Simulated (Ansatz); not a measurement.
**Convergence of YScO$_{2}$ with the k-point mesh**

Level of theory: DFT r2SCAN, scalar-relativistic, plane waves, PAW in Ansatz.

```
Y Sc O
1.0
     1.79327    1.03535    6.13181
    -1.79327    1.03535    6.13181
     0.00000   -2.07069    6.13181
Y Sc O
1 1 2
Direct
  0.50000 0.50000 0.50000
  0.00000 0.00000 0.00000
  0.10998 0.10998 0.10998
  0.89002 0.89002 0.89002
```

| Property | Result |
| --- | --- |
| plane-wave cutoff | 500 eV |
| occupation rule | Gaussian smearing, 0.01 eV |
| spin treatment | unpolarised |

The atoms are held and the k-point mesh is swept. Energies are extrapolated to zero smearing and count from the reference run, 18×18×18. The cell isn't necessarily relaxed at this level. The meshes are Γ-centred. Pressure is positive in compression.

Tried: 3×3×3, 6×6×6, 9×9×9, 12×12×12, 15×15×15, 18×18×18. From which k-point mesh on does the energy per atom stay within 100, 10 and 1 meV of the reference?

3×3×3 for 100 meV, 6×6×6 for 10 meV, 9×9×9 for 1 meV. The reference itself isn't shown to be converged. At 6×6×6, where the energy is within 10 meV, force components already agree to within 0.001 eV/Å, where the largest force is 0.070 eV/Å.

| mesh | ΔE (meV/atom) | P (GPa) | largest change of a force component (eV/Å) | irreducible points |
| --- | --- | --- | --- | --- |
| 3×3×3 | 14.8 | -2.42 | 0.032 | 6 |
| 6×6×6 | -2.11 | -2.68 | 0.001 | 32 |
| 9×9×9 | -0.52 | -2.62 | 0.002 | 85 |
| 12×12×12 | 0.26 | -2.61 | 0.000 | 189 |
| 15×15×15 | 0.19 | -2.62 | 0.000 | 344 |
| 18×18×18 | 0.00 | -2.62 | 0.000 | 580 |